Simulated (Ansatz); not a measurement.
**ZnO: from a starting cell to a relaxed one**

The start is a generated cell, ZnO built in the wurtzite structure type. Cell shape, volume and atoms are optimised at zero target pressure with PBE (plane waves to 420 eV, PAW, scalar-relativistic; Ansatz, a first-principles code). First-step values are on the input's coarse k-mesh.

Ansatz input (later rounds restart from its end on a renewed k-mesh):
Ansatz 0.2 input:
```yaml
crystal:
  lattice:
    - [3.1375179, 0, 0]
    - [-1.5687589, 2.7171702, 0]
    - [0, 0, 5.13853]
  atoms:
    - { symbol: Zn, position: [0.66666667, 0.33333333, 0] }
    - { symbol: Zn, position: [0.33333333, 0.66666667, 0.5] }
    - { symbol: O, position: [0.66666667, 0.33333333, 0.6252] }
    - { symbol: O, position: [0.33333333, 0.66666667, 0.1252] }
basis: { ecutwfc: 420, ecutrho_ratio: 4, xc_grid: 2, fft_grid_basis: typed }
kpoints: { mp_grid: { grid: [8, 8, 5] } }
hamiltonian:
  xc: pbe
  dispersion: none
  pseudopotentials: { kind: paw }
scf: { occupations: { method: fermi_dirac, width: 0.05 } }
relax: { f_tol: 0.01, max_steps: 100, cell: { stress_tol: 0.02 } }
output: { forces: true, stress: true }
```

| Quantity | Result |
|---|---|
| Initial pressure | +19.8 GPa (positive: the cell is compressed) |
| Outcome | The space group stays P6₃mc (No. 186) (the run could not lower it); the end is wurtzite type, with 4 atoms in the primitive cell |
| Volume change | +12.6 %, from 10.95 to 12.33 Å³/atom |
| Shortest distances (start → end) | The closest pairs of elements (up to four, under 3.6 Å), start → end: O–Zn 1.92 → 2.00 Å; Zn–Zn 3.14 → 3.25 Å; O–O 3.14 → 3.25 Å |
| Optimiser moves | 7 |

It ends as:

```cif
data_O2Zn2
_chemical_formula_sum 'Zn2 O2'
_space_group_name_H-M_alt 'P63mc'
_space_group_IT_number 186
_space_group_name_Hall 'P 6c -2c'
_cell_length_a 3.27960
_cell_length_b 3.27960
_cell_length_c 5.29330
_cell_angle_alpha 90.000
_cell_angle_beta 90.000
_cell_angle_gamma 120.000
loop_
_atom_site_label
_atom_site_type_symbol
_atom_site_symmetry_multiplicity
_atom_site_Wyckoff_symbol
_atom_site_fract_x
_atom_site_fract_y
_atom_site_fract_z
_atom_site_occupancy
Zn1 Zn 2 b 0.66667 0.33333 0.00215 1
O1 O 2 b 0.33333 0.66667 0.12305 1
```

Final values are on a 12×12×6 k-mesh of the relaxed cell. No spin polarisation in the result.

The run could not lose the symmetry of its start; a randomly shaken copy of 4 atoms returns to this structure.
